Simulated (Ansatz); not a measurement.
# AlN: input and result

Input of a DFT run with Ansatz (development build), a test cell that isn't relaxed; energies in eV and lengths in Å:

```yaml
crystal:
  lattice:
    - [3.11, 0.0, 0.0]
    - [-1.555, 2.693339, 0.0]
    - [0.0, 0.0, 4.98]
  atoms:
    - { symbol: Al, position: [0.333333333333, 0.666666666667, 0.0] }
    - { symbol: Al, position: [0.666666666667, 0.333333333333, 0.5] }
    - { symbol: "N", position: [0.333333333333, 0.666666666667, 0.382] }
    - { symbol: "N", position: [0.666666666667, 0.333333333333, 0.882] }
kpoints:
  mp_grid: { grid: [6, 6, 4] }
hamiltonian:
  xc: pbe
  dispersion: none
  pseudopotentials: { kind: nc, accuracy: standard }
scf:
  occupations: { method: fixed }
dielectric:
  raman: true
```

Command: `ansatz run input.yaml --threads 60 --backend cuda`

It ran on PseudoDojo norm-conserving at 1143 eV.

Caveats: coarse k mesh.

(1) What clamped-ion dielectric tensor of the whole cell results?

(2) How long does it take on 1 NVIDIA GB300 GPU, shared host?

Answers

(1) 
```
4.40 0.00 0.00
0.00 4.40 0.00
0.00 0.00 4.62
```

(2) About 30 s of wall time, 9.1 GiB of host memory.
